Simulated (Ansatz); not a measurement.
ScAl3:
```xyz
4
Lattice="4.1052 0.0000 0.0000 0.0000 4.1052 0.0000 0.0000 0.0000 4.1052" Properties=species:S:1:pos:R:3 pbc="T T T"
Sc     0.0000     0.0000     0.0000
Al     2.0526     0.0000     2.0526
Al     0.0000     2.0526     2.0526
Al     2.0526     2.0526     0.0000
```

This is the PBE-relaxed structure.

Problem. All from plane-wave PAW PBE (Ansatz code), unless another level is named. Estimate the formation energy from the elements (no fitted shifts).

Solution. -453 meV/atom.

Problem. Give the density of states at the Fermi level.

Solution. 0.34 states/eV per atom (mean over ±0.08 eV).

Space group Pm-3m (Cu3Au type). Symmetry was held in the PBE relaxation; of distortions, only those at the zone centre were tested. No spin polarisation was allowed. The references are the lowest solids computed at this level, not always the standard phases.

Potentials: the later of the program's two PAW sets.
